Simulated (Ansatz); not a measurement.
Fe3C in space group P6_322 (No. 182; Fe on 6g, C on 2c) under volume change, the program Ansatz at the r²SCAN level (PAW), shape and atoms relaxed at each volume.

| V (Å³/atom) | E − E(relaxed) (meV/atom) | P (GPa) |
|---|---|---|
| 9.255 | 63.6 | 24.26 |
| 9.560 | (withheld) | (withheld) |
| 9.865 | 6.2 | 6.80 |
| 10.170 | 0.0 | 0.00 |
| 10.475 | (withheld) | (withheld) |
| 10.780 | 20.3 | -10.26 |
| 11.085 | 43.9 | -14.37 |

Q: Complete the blanks.

A: 
- 9.560, E − E(relaxed) (meV/atom): 26.7
- 9.560, P (GPa): 14.86
- 10.475, E − E(relaxed) (meV/atom): 5.4
- 10.475, P (GPa): -5.34

Q: What does a third-order Birch–Murnaghan fit give for V₀, B₀ and B′?

A: V₀ = 10.18 Å³/atom, B₀ = 204 GPa, B′ = 4.7.

The workflow started from a Materials Project entry (that database holds measured and hypothetical structures alike); the Crystallography Open Database copy checked does not list it. COD files the formula under space group No. 62, so this cell is another polymorph or a model. Whether it is the stable phase at ambient conditions was not checked. The r²SCAN relaxation kept the symmetry of its start; its stability against distortions is not shown here. Magnetic state: ferromagnetic, chosen from 5 collinear starts compared on coarse meshes (ties went to the first, and starts can fall back to one state), not a proven ground state. Other orbital occupations within this spin state were not tried.

Potentials: the later of the program's two PAW sets.
